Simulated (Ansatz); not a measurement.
Starting cell, NaGa4 (space group I4/mmm):

```
CELL_PARAMETERS angstrom
     -2.06135     2.06135     5.50309
      2.06135    -2.06135     5.50309
      2.06135     2.06135    -5.50309
ATOMIC_POSITIONS crystal
  Na 0.00000 0.00000 0.00000
  Ga 0.75000 0.25000 0.50000
  Ga 0.25000 0.75000 0.50000
  Ga 0.38976 0.38976 0.00000
  Ga 0.61024 0.61024 0.00000
```

The atoms are displaced by Q × the pattern below (from a DFPT mode at Γ, largest move 1; Q in Å), at fixed cell.

```json
[
 {"atom": "Na1", "x": "0.000", "y": "0.000", "z": "0.408"},
 {"atom": "Ga2", "x": "0.000", "y": "0.000", "z": "-1.000"},
 {"atom": "Ga3", "x": "0.000", "y": "0.000", "z": "-1.000"},
 {"atom": "Ga4", "x": "0.000", "y": "0.000", "z": "0.933"},
 {"atom": "Ga5", "x": "0.000", "y": "0.000", "z": "0.933"}
]
```

These are LDA (plane waves to 420 eV, PAW, scalar-relativistic; Ansatz, a program for electronic structure) values and carry that method's errors. k mesh 16×16×16 (Γ-centred), Fermi-Dirac smearing 0.05 eV. E stands for the smeared free energy. Stress and pressure are positive under compression. With partly filled bands, energies and forces of such displacements shift with the k mesh and the smearing. NaGa4 was relaxed with its symmetry unable to fall. ΔE is measured from the undisplaced structure.

Question: What ΔE (eV/cell) and P (GPa) does the calculation give at Q (Å) = -0.100, -0.067, -0.017, 0.017, 0.033, 0.050, 0.067, 0.100?

Answer: 
```json
[
 {"Q (Å)": "-0.100", "ΔE (eV/cell)": "0.172", "P (GPa)": "0.8"},
 {"Q (Å)": "-0.067", "ΔE (eV/cell)": "0.076", "P (GPa)": "0.4"},
 {"Q (Å)": "-0.017", "ΔE (eV/cell)": "0.005", "P (GPa)": "0.0"},
 {"Q (Å)": "0.017", "ΔE (eV/cell)": "0.005", "P (GPa)": "0.0"},
 {"Q (Å)": "0.033", "ΔE (eV/cell)": "0.019", "P (GPa)": "0.1"},
 {"Q (Å)": "0.050", "ΔE (eV/cell)": "0.043", "P (GPa)": "0.2"},
 {"Q (Å)": "0.067", "ΔE (eV/cell)": "0.076", "P (GPa)": "0.4"},
 {"Q (Å)": "0.100", "ΔE (eV/cell)": "0.172", "P (GPa)": "0.8"}
]
```

(For displaced atoms, the force is minus the slope of the energy, and its curvature is a force constant, which sets phonon frequencies.)
